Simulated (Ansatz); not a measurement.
**PbF2 (Fm-3m), stationary points along a deformation path**

These are results of Ansatz 0.2.0, DFT r2SCAN, scalar-relativistic, plane waves, PAW, not measurements. Settings: plane waves to 500 eV, k-mesh 8×8×8 (Γ-centred), Gaussian smearing 0.05 eV. Spin–orbit coupling is left out, which can shift energies with elements as heavy as these. No spin polarisation. Energies are free energies at this smearing, counted from the undisturbed cell; pressure is positive in compression.

The undisturbed cell (as given, not relaxed at this level; it stands at -0.7 GPa, and it needn't be the usual structure):

```xyz
3
Lattice="0.0000 2.9699 2.9699 2.9699 0.0000 2.9699 2.9699 2.9699 0.0000" Properties=species:S:1:pos:R:3 pbc="T T T"
Pb    0.0000    0.0000    0.0000
F     1.4849    1.4849    1.4849
F     4.4548    4.4548    4.4548
```

At fixed volume and fractional coordinates, lengths along (0.000, 0.000, 1.000) are scaled against those across it; ρ is that ratio over its starting value. V = 17.463 Å³/atom. Δσ is the stress along the axis less the mean stress across it (compression positive).

| ρ | ΔE (meV/atom) | Δσ (GPa) | space group |
| --- | --- | --- | --- |
| 0.650 | 482.8 | 38.82 | I4/mmm |
| 0.707 | 284.6 | 26.65 | I4/mmm |
| 0.780 | 133.6 | 16.23 | I4/mmm |
| 0.850 | 54.1 | 9.53 | I4/mmm |
| 0.920 | 13.8 | 4.61 | I4/mmm |
| 0.960 | 3.3 | 2.22 | I4/mmm |
| 1.000 | 0.0 | 0.00 | Fm-3m |
| 1.050 | 4.8 | -2.70 | I4/mmm |
| 1.100 | 18.5 | -5.45 | I4/mmm |
| 1.200 | 71.2 | -11.47 | I4/mmm |
| 1.300 | 157.6 | -18.51 | I4/mmm |
| 1.414 | 298.1 | -27.80 | I4/mmm |
| 1.500 | 433.4 | -35.43 | I4/mmm |

Question: How does the stress give the slope of the energy, and where is the energy stationary?

Answer: Along the path d ln(length) is 2/3 d ln ρ on the axis and −1/3 d ln ρ across it, so dE/d ln ρ = −(2/3) V Δσ: the energy falls with ρ where Δσ is positive. Δσ vanishes or changes sign at ρ = 1.000 (Fm-3m), a minimum at 0.0 meV/atom. Pairs of stationary points between two samples would go unseen, and could change a minimum read from distant neighbours into a maximum. At ρ = 1.000 the cell is cubic, where symmetry alone makes the stress isotropic and the slope zero.

Question: Which shear constant sets the curvature at ρ = 1?

Answer: For a cubic crystal E/V = (2/3) C (ln ρ)² with C = C′ = (C11 − C12)/2, so Δσ = −2C ln ρ. The parabola of Δσ against ln ρ through ρ = 0.960, 1 and 1.050 gives C ≈ 27 GPa with the ions clamped, rough because the steps are large. It is the stress–strain coefficient at this cell's pressure of -0.7 GPa, not the zero-pressure constant.

Question: Integrate that slope from ρ = 1 to 1.200 by the trapezoid rule.

Answer: With V/N in Å³ and 1 eV/Å³ = 160.2 GPa the slopes at ρ = 1.000, 1.050, 1.100, 1.200 are 0, 196, 396, 834 meV/atom per unit of ln ρ. The steps add 4.8 + 13.8 + 53.5 = 72.1 meV/atom, against 71.2 from the energies; the trapezoid rule misses the curvature of the slope within each step.

Cost: 13 runs of about 2 core-minutes in all, on Arm Neoverse V1 (shared hosts).